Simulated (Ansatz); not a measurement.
The start is a relaxed AlAu cell, doubled along one cell vector, shaken by Gaussian noise of σ = 0.08 Å a coordinate. A full variable-cell relaxation at zero pressure is run with PBE (plane waves to 420 eV, PAW, scalar-relativistic; Ansatz, an electronic-structure program). The first steps use a coarse 8×4×11 k-mesh.

Initial structure:
```yaml
crystal:
  lattice:
    - [-2.06140, 2.06140, 6.36855]
    - [4.12280, -4.12280, 12.73711]
    - [2.06140, 2.06140, -6.36855]
  atoms:
    - { symbol: Al, position: [0.50455, 0.00355, 0.47379] }
    - { symbol: Al, position: [0.51699, 0.50916, 0.50073] }
    - { symbol: Al, position: [0.01385, 0.25801, 0.46965] }
    - { symbol: Al, position: [0.03133, 0.75798, 0.53591] }
    - { symbol: Al, position: [0.19471, 0.09042, 0.01143] }
    - { symbol: Al, position: [0.17520, 0.59086, 0.99906] }
    - { symbol: Au, position: [0.90515, 0.44460, 0.01071] }
    - { symbol: Au, position: [0.86662, 0.95125, 0.00449] }
    - { symbol: Au, position: [0.36647, 0.16979, 0.95333] }
    - { symbol: Au, position: [0.34631, 0.68758, 0.95804] }
    - { symbol: Au, position: [0.64405, 0.32645, 0.00054] }
    - { symbol: Au, position: [0.63741, 0.83136, 0.99111] }
```

How large is the pressure on the unrelaxed cell, and of which sign?

+2.4 GPa (positive: the cell is compressed).

By how much does the energy per atom fall from start to end?

0.17 eV/atom.

How does the volume change?

+1.5 %, from 18.04 to 18.31 Å³/atom.

Is the parent structure recovered?

It does not go back: it reaches P1 (No. 1), 0.12 eV/atom below the parent.

How do the shortest distances between atoms change?

The closest pairs of elements (up to four, under 3.6 Å), start → end: Al–Au 2.40 → 2.55 Å; Au–Au 2.74 → 2.80 Å; Al–Al 2.74 → 2.85 Å.

What band gap does the relaxed structure have at this level?

Zero (metallic).

Give the final cell and atomic positions.


```xyz
6
Lattice="4.4591 0.0000 0.0000 -0.9384 4.4787 0.0000 -0.8887 -1.4123 5.5008" Properties=species:S:1:pos:R:3 pbc="T T T"
Al     3.8163     2.3758     0.1658
Al     1.4997     4.3576     0.2830
Al    -0.5832     1.3158     2.9086
Au    -1.5888     3.2127     4.4680
Au     1.5793    -0.1427     3.1599
Au     1.6237     2.0996     1.4903
```

Final values are on a 11×11×9 k-mesh of the relaxed cell. No spin polarisation in the result.

The relaxed structure here is a generated cell of AlAu: the first start was made by a random draw of sites in a space group, and the end was not matched to a known phase here, so it may be hypothetical.
